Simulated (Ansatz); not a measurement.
## Rh (dhcp): energy against volume

Method: Ansatz 0.2.0, DFT, r2SCAN, plane waves (500 eV) with PAW, scalar-relativistic. The PAW files were generated under PBE, with cores re-solved for the functional.

The cell is scaled uniformly from the relaxed one, with fractional coordinates and shape fixed. Energies are extrapolated to zero smearing, pressures are those at the given smearing. Magnetic state: non-magnetic.

A Birch-Murnaghan fit gives V₀ = 13.74 Å³/atom, B₀ = 281 GPa, B₀′ = 5.2.

(1) What are the energy above the minimum and the pressure at 12.093 Å³/atom?

(2) What are the energy above the minimum and the pressure at 12.642 Å³/atom?

(3) What are the energy above the minimum and the pressure at 13.192 Å³/atom?

Results:

(1) 223.7 meV/atom and 49.72 GPa as computed.

(2) 90.5 meV/atom and 28.98 GPa as computed.

(3) 20.5 meV/atom and 12.72 GPa as computed.
